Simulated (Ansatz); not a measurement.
Values for one crystal, relaxed and computed with plane-wave PAW r²SCAN (Ansatz code); other levels are named.

| Quantity | Result |
|---|---|
| Volume per atom | 26.07 Å³ |
| Electronic character | metallic (no gap) |
| Elastic constants (relaxed ions, GPa) | C11 = -7.4, C12 = 12.0, C44 = -42.7 |
| Density of states at the Fermi level | 0.39 states/eV per atom (mean over ±0.08 eV) |
| Pressure derivative B′ | 2.5 |
| Bulk modulus (Birch–Murnaghan fit) | 5.5 GPa |
| Mechanical stability | unstable (C has a negative eigenvalue) |

**Question.** Pick the material that matches.
A. Y, simple cubic
B. Al, I4/mcm (Al on 8h)
C. Na, diamond
D. Li, diamond

**Answer.** D, Li, diamond

Space group Fd-3m (diamond). The start of the workflow was typed in or built on a structure type; neither database checked (COD, Materials Project) lists it. It is not the phase usual at ambient conditions (space group No. 229). Symmetry was held in the r²SCAN relaxation. The volume moved by -23 % from the start of the relaxation. As this level gives no gap, shear constants depend on the k-mesh and smearing (Fermi–Dirac, 0.1 eV here).

Potentials: the later of the program's two PAW sets.
